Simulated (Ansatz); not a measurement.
Starting cell, Ti (hcp, Mg type):

```yaml
crystal:
  lattice:
    - [2.93885, 0.00000, 0.00000]
    - [-1.46943, 2.54512, 0.00000]
    - [0.00000, 0.00000, 4.64996]
  atoms:
    - { symbol: Ti, position: [0.33333, 0.66667, 0.75000] }
    - { symbol: Ti, position: [0.66667, 0.33333, 0.25000] }
```

In this cell atom 1 (Ti, nearest neighbour Ti at 2.878 Å; its periodic images, 2.9 Å or more away, move with it) is moved by u·(1.000, 0.000, 0.000) + v·(0.000, 0.000, 1.000); the rest is frozen.

Level of theory: PBE (plane waves to 420 eV, PAW, scalar-relativistic; Ansatz, a first-principles code). k mesh 15×15×8 (Γ-centred), Fermi-Dirac smearing 0.05 eV. The energy includes the smearing's −TS. Compression counts positive. Points where atoms come too close for the PAW data are left out (x in tables, blank in figures). With partly filled bands, energies and forces of such displacements shift with the k mesh and the smearing. The PAW data are Ansatz's earlier set. Ti is run without spin polarisation. Ti was relaxed with its symmetry unable to fall. The zero of ΔE is the undisplaced structure. Axes are in Å.

ΔE (meV/cell), with u across and v down:

```csv
v \ u,-0.430,-0.215,0.000,0.215,0.430
-0.430,x,524,509,524,x
-0.215,202,125,95,125,202
0.000,113,34,0,34,113
0.215,202,125,95,125,202
0.430,x,524,509,524,x
```

P (GPa), with u across and v down:

```
v \ u   -0.430  -0.215  0.000  0.215  0.430
------  ------  ------  -----  -----  -----
-0.430       x     7.8    8.5    7.8      x
-0.215     1.0     1.8    2.1    1.8    1.0
0.000     -0.7    -0.2    0.0   -0.2   -0.7
0.215      1.0     1.8    2.1    1.8    1.0
0.430        x     7.8    8.5    7.8      x
```

Summary:

```
Item                                                      Value
------------------------  -------------------------------------
Lowest place on the grid  u = 0.000 Å, v = 0.000 Å (0 meV/cell)
```

(For displaced atoms, the force is minus the slope of the energy, and its curvature is a force constant, which sets phonon frequencies.)
